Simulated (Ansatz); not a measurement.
Mg2Sn:
```
CELL_PARAMETERS angstrom
      5.62979     1.64529     0.00000
     -5.62979     1.64529     0.00000
     -2.82164     0.00000     7.47439
ATOMIC_POSITIONS crystal
  Mg 0.16592 0.83408 0.12760
  Mg 0.83408 0.16592 0.87240
  Mg 0.85604 0.14396 0.47168
  Mg 0.14396 0.85604 0.52832
  Sn 0.45294 0.54706 0.21460
  Sn 0.54706 0.45294 0.78540
```

Relaxed with PBEsol. Special points in fractions of this cell's reciprocal vectors: Γ (0.000, 0.000, 0.000); C (0.274, 0.274, 0.000); C2 (-0.274, 0.726, 0.000); Y2 (-0.500, 0.500, 0.000); M2 (-0.500, 0.500, 0.500); D (-0.262, 0.738, 0.500); D2 (0.262, 0.262, 0.500); A (0.000, 0.000, 0.500); L2 (0.000, 0.500, 0.500); V2 (0.000, 0.500, 0.000).

Question: List the band energies nearest the Fermi level at these points for DFT-PBEsol in the program Ansatz with PAW potentials.

Answer: In eV from the Fermi level; about four levels below and three above (degenerate sets whole), none deeper than 8.9 eV; points with the same levels are listed once.

```
k                     below           above
--  -----------------------  --------------
Γ   -3.27 -3.09 -3.09 -2.64  0.38 2.15 2.61
C   -2.79 -1.18 -0.13 -0.13  0.93 1.25 1.40
Y2  -5.41 -3.26 -2.68 -0.19  1.41 2.12 2.55
M2  -5.63 -5.25 -3.44 -3.21  0.12 1.38 2.43
D   -2.60 -2.24 -0.89 -0.54  0.14 0.26 1.44
A   -2.34 -1.82 -1.08 -0.41  0.40 4.52 4.65
L2  -2.13 -0.70 -0.69 -0.15  0.55 1.18 1.40
V2  -1.18 -0.98 -0.65 -0.47  2.14 2.38 2.60
```

Space group C2/m. The workflow started from a Materials Project entry (that database holds measured and hypothetical structures alike); the Crystallography Open Database copy checked does not list it. COD files the formula under space group No. 225, 227, so this cell is another polymorph or a model. Whether it is the stable phase at ambient conditions was not checked. The cell was relaxed with PBEsol under the symmetry of its start; whether a distortion lowers the energy is not shown. Spin–orbit coupling is left out wherever it is not named.

Potentials: the later of the program's two PAW sets.
